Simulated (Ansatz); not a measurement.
The cell below belongs to a search over invented structures; it isn't taken from experiment.

Input and command of a plane-wave DFT calculation in Ansatz:

```yaml
crystal:
  lattice:
    - [2.7053384968, 0.0, 0.0]
    - [-1.3526692484, 2.342891864, 0.0]
    - [0.0, 0.0, 4.5475417068]
  atoms:
    - { symbol: Cu, position: [0.6666666667, 0.3333333333, 0.0] }
    - { symbol: W, position: [0.0, 0.0, 0.5] }
basis:
  ecutwfc: 420
kpoints:
  mp_grid: { grid: [24, 24, 12] }
hamiltonian:
  xc: pbe
scf:
  occupations: { method: gaussian, width: 0.1 }
output:
  forces: true
  stress: true
  eigenvalues: true
relax:
  adjacent_minimum: "off"
  f_tol: 0.01
  max_steps: 80
  cell: { stress_tol: 0.05 }
```

```bash
ansatz run input.yaml --threads 1 --pin off --max-ram 2560MiB --backend cpu --events-out ev --progress --plain --runs-dir out
```

Processor: Intel(R) Xeon(R) Platinum 8259CL CPU @ 2.50GHz (Skylake/Cascade Lake), 1 thread, on a host shared with other jobs.

Q: How long does it run, and how much memory does it take?

A: About 89 s, peak memory 0.64 GiB. It solves 21 bands at 427 k points (after reduction by symmetry) with about 549 plane waves (on the last cell), in 27 SCF iterations over 4 ionic steps.
